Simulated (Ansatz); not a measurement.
Question: Name crystals whose computed values (DFT-PBEsol in the program Ansatz with PAW potentials) fall in these windows: Θ_D (K) 210 to 270; B₀ by P(V) fit (GPa) 99 to 130.

Answer: 

```
crystal            Θ_D (K)  B₀ by P(V) fit (GPa)
-----------------  -------  --------------------
Hf, hcp (Mg type)      234                   114
Ag, fcc (Cu type)      233                   118
```
Others may fit too.

All cells were relaxed under the symmetry of their starts (and spin orders); stability against distortions was not tested throughout. Rows with no word on spin ran without spin polarisation. Scalar-relativistic: spin–orbit coupling is off unless named, which matters more the heavier the elements.

Potentials: the later of the program's two PAW sets.
